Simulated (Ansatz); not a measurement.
**Calculated with Ansatz: Pt$_{2}$I, settings compared**

Run with:

```bash
ansatz run input.yaml --threads 1 --pin off --max-ram 2560MiB --backend cpu --events-out ev --progress --plain --runs-dir out
```

input.yaml:

```yaml
crystal:
  lattice:
    - [-6.167148, 0.0, 0.0]
    - [0.0, 0.0, 4.537259]
    - [0.0, 5.330178, 2.26863]
  atoms:
    - { symbol: Pt, position: [0.75, 0.62, 0.76] }
    - { symbol: Pt, position: [0.25, 0.38, 0.24] }
    - { symbol: Pt, position: [0.0, 0.0, 0.0] }
    - { symbol: Pt, position: [0.5, 0.0, 0.0] }
    - { symbol: I, position: [0.75, 0.33, 0.34] }
    - { symbol: I, position: [0.25, 0.67, 0.66] }
  symmetry: { tolerance: 0.0003 }
kpoints:
  mp_grid: { grid: [3, 4, 4], shift: [0, 0, 0] }
magnetization:
  spin_polarized: false
scf:
  occupations: { method: gaussian, width: 0.0916 }
hamiltonian:
  pseudopotentials: { kind: paw }
  xc: r2scan
basis:
  ecutwfc: 500
output:
  forces: true
  stress: true
  eigenvalues: true
```

Origin of the cell: a known structure type with other elements, at an estimated volume, so it need not be a known compound.

Output of this run (shortened):

```
Pseudopotentials: kind: paw
Pseudopotential: Pt, paw, valence charge 18, recommended cutoff 500 eV (meta_gga), Pt.paw.azcp
Pseudopotential: I, paw, valence charge 17, recommended cutoff 500 eV (meta_gga), I.paw.azcp
Functional definition: r2SCAN
  exchange = r2scan_x(k0 = k0, k1 = k1, a1 = a1)
  correlation = r2scan_c
Crystal: 6 atoms, lattice volume = 149.149 Å³
Basis set: ecut = 500 eV, 3789 PW (Γ), exchange–correlation on 180×144×180 points (64 copies of the dense FFT grid, shifted against one another)
Bands: 64, of which v1, the nominal top of the filled ones, is band 53 counted from 1 (52 counted from 0)
Symmetry: 8 space group operations
Space group: Cmcm (ITA 63), of the structure as read, at distance tolerance 1.6e-3 Å
[… 7 lines left out …]
Initial density: superposition of atomic densities (neutral atoms: chi_scale 0, normalization atom), corrected by the library's trained network
Functional: x = r2scan, c = r2scan; τ floored in thin density (d = 2e-4 eV/Å³)
SCF iter   1: F=—  HF=-65197.536253 eV  Δρ=1.60e-2  dr2=5.33e-1  dr2_τ=3.10e-2  defer=9
SCF iter   2: F=—  HF=-65197.470644 eV  Δρ=6.68e-3  dr2=3.48e-2  dr2_τ=2.09e-2  defer=62
SCF iter   3: F=—  HF=-65197.477843 eV  Δρ=3.39e-3  dr2=1.37e-2  dr2_τ=2.19e-3  defer=62
SCF iter   4: F=—  HF=-65197.479698 eV  Δρ=2.16e-3  dr2=6.89e-3  dr2_τ=1.01e-3  defer=62
SCF iter   5: F=—  HF=-65197.480271 eV  Δρ=5.23e-4  dr2=4.72e-4  dr2_τ=1.28e-5  defer=62
SCF iter   6: F=—  HF=-65197.480491 eV  Δρ=1.33e-4  dr2=3.36e-5  dr2_τ=1.10e-6  defer=62
SCF iter   7: F=—  HF=-65197.480516 eV  Δρ=2.80e-5  dr2=1.83e-6  dr2_τ=8.68e-8  defer=62
SCF iter   8: F=—  HF=-65197.480516 eV  Δρ=1.08e-5  dr2=3.05e-7  dr2_τ=6.96e-9  defer=62
SCF iter   9: F=-65197.480517 eV  HF=-65197.480517 eV  Δρ=3.03e-6  dr2=2.96e-8  dr2_τ=6.81e-10
SCF 1 converged in 9 iterations: F = -65197.480517 eV  dr2 = 2.96e-8
SCF converged after 9 iterations
Free energy (F): -65197.480517 eV
Harris-Foulkes:  -65197.480517 eV  (|F-HF|=9.87e-9)
Internal energy: -65197.436473 eV  (E = F + TS)
E sigma→0 (E₀):  -65197.458495 eV
Entropy (-TS):   -0.044044 eV (-7.341 meV/atom)
Fermi energy:    12.289362 eV
--- Per-component energies (eV) ---
  E_band       = -1878.939931
  E_kinetic    = 2913.340506
  E_local      = -11696.949522  (includes V_loc(G=0)·N_el)
  E_nonlocal   = 632.905528
  E_hartree    = 4908.955243
  E_xc         = -1227.890871
  E_vxc        = -1608.898669  (∫ρ·V_xc dr)
  E_paw        = -47594.582373  (= ΣΔE_a)
  E_vpaw       = -2039.248770  (= ΣTr[D̂ρ^β])
  E_aug_tail   = 0.000557  (compensation charges beyond the density's cutoff)
  E_vtau       = 101.990060  (kinetic-family band-sum trace: ∫τ·v_τ [+ j·A + Jᵃ·Aᵃ] dr)
  E_ewald      = -13132.435669
  E_core_change = -0.779872  (= ΣΔE_core)
  E_smearing   = -0.044044  (= −TS)
  Σ components = -65197.480517   (vs F -65197.480517, Δ=0.00e0)
--- Forces (eV/Å), atoms counted from 1 ---
  atom   1  Pt     0.000000     0.800106     0.000000
  atom   2  Pt     0.000000    -0.800106    -0.000000
  atom   3  Pt     0.000000     0.000000     0.000000
  atom   4  Pt    -0.000000    -0.000000    -0.000000
  atom   5  I      0.000000     0.137791     0.000000
  atom   6  I      0.000000    -0.137791    -0.000000
  max |Σ_I F_I| component: 2.78e-17 eV/Å
--- Stress (GPa, compression-positive) ---
      -18.253551      -0.000000      -0.000000
       -0.000000     -11.739469       0.000000
        0.000000       0.000000     -20.186880
  P = ⅓ Tr σ = -16.7266 GPa (-167.266 kbar)
```

The same input was run again with these changes:

1. `basis.ecutrho_ratio` default → 12; `kpoints.mp_grid.grid` [3, 4, 4] → [1, 1, 1]; `hamiltonian.xc` r2scan → rpbe
2. `scf.lower_state_search` default → "off"; `scf.n_extra_bands` default → 4
3. `scf.initial_density.chi_scale` default → 0.1; `scf.lower_state_search` default → light
4. `basis.xc_grid` default → 3

```csv
run,end,SCF iterations,P (GPa),max force component (eV/Å),moment (μB),ΔE(σ→0) (meV/atom)
base,converged,9,-16.73,0.800,–,0
1,converged,13,-6.71,1.081,–,–
2,converged,9,-16.73,0.800,–,0.00
3,converged,11,-16.73,0.800,–,0.00
4,converged,9,-16.73,0.800,–,0.00
```

Energies are compared only where functional, datasets, charge and starting cell are the same.

Not properties of the system: run 1 (too coarse or loose: `kpoints.mp_grid.grid` = [1, 1, 1]).

Caveats of the base run: no moments, though an odd count or open d shells may carry them; no spin-orbit coupling, though heavy elements are present; the k mesh is coarse if the cell is a metal.

Run 1: forces of this functional can be a tenth off on datasets made under PBE.

The base run took 9 s on 1 thread of Intel(R) Xeon(R) 6975P-C (Granite Rapids) (shared host), peak memory 0.79 GiB, from the program's own first density.
